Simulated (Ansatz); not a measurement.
This cell of HfO$_{2}$ (fluorite) is off equilibrium:

```
HfO2
1.0
    0.00000     5.09760     5.09760
    2.54880     0.00000     2.54880
    2.54880     2.54880     0.00000
Hf O
2 4
Direct
  0.00000   0.00000   0.00000
  0.50000   0.00000   0.00000
  0.12500   0.25000   0.25000
  0.58184   0.33632   0.33632
  0.37500   0.75000   0.75000
  0.87500   0.75000   0.75000
```

These are PBE (plane waves to 420 eV, PAW, scalar-relativistic; Ansatz, an electronic-structure program) values and carry that method's errors. k mesh 9×9×9 (Γ-centred), Fermi-Dirac smearing 0.05 eV. The energy includes the smearing's −TS. Stress and pressure are positive under compression. HfO2 is run without spin polarisation. HfO2 was relaxed with its symmetry unable to fall. Spin-orbit coupling is left out, though Hf is heavy. This is a high-temperature form of HfO2.

### Question
What forces act on the atoms (eV/Å, Cartesian)?

### Answer
| atom | Fx | Fy | Fz |
|---|---|---|---|
| Hf1 | -0.506 | 0.902 | 0.902 |
| Hf2 | 1.541 | -0.753 | -0.753 |
| O3 | 0.572 | -0.318 | -0.318 |
| O4 | -5.842 | 0.251 | 0.251 |
| O5 | 3.677 | 0.102 | 0.102 |
| O6 | 0.558 | -0.184 | -0.184 |

### Question
Give the stress tensor in GPa and the pressure.

### Answer
```
   13.2     -0.1     -0.1
   -0.1      4.8     -8.8
   -0.1     -8.8      4.8
```
The pressure, a third of the trace, is 7.6 GPa.

### Question
In it atom 4 sits (0.440, 0.000, 0.000) Å away from its relaxed site. What is its energy relative to the relaxed cell?

### Answer
1216 meV/cell.

(A displaced cell: forces are minus the slopes of the energy, force constants its curvatures, and phonons follow from these.)
